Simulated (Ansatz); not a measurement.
Starting cell, BN (zinc blende):

```
CELL_PARAMETERS angstrom
      0.00000     1.80285     1.80285
      1.80285     0.00000     1.80285
      1.80285     1.80285     0.00000
ATOMIC_POSITIONS crystal
  N  0.75000 0.75000 0.75000
  B  0.00000 0.00000 0.00000
```

Scan: atom 1 (N, nearest neighbour B at 1.561 Å; its periodic images, 2.5 Å or more away, move with it) is displaced along Cartesian [110], direction (0.707, 0.707, 0.000) in Cartesian axes, by s. The other atoms stay.

All values below come from PBEsol (plane waves to 420 eV, PAW, scalar-relativistic; Ansatz, a quantum-chemistry and plane-wave program). k mesh 13×13×13 (Γ-centred), Fermi-Dirac smearing 0.05 eV. The energy includes the smearing's −TS. BN was relaxed with its symmetry unable to fall. The zero of ΔE is the undisplaced structure.

```tsv
s (Å)	ΔE (meV/cell)
-0.160	withheld
-0.128	201
-0.096	113
-0.064	50
-0.032	13
0.000	0
0.032	13
0.064	50
0.096	113
0.128	201
0.160	withheld
```

Fit an even polynomial form (powers 2, 4) to the given rows and predict ΔE at s = -0.160.

Least squares on the 9 given rows: ΔE = (12250)·s² + (1372)·s⁴, in meV/cell with s in Å; root-mean-square residual 0.2 meV/cell. At -0.160 the fit gives 314 meV/cell; the calculation gives 314 meV/cell, the same to the digits shown. The quadratic term alone would give 314 meV/cell.

(For displaced atoms, the force is minus the slope of the energy, and its curvature is a force constant, which sets phonon frequencies.)
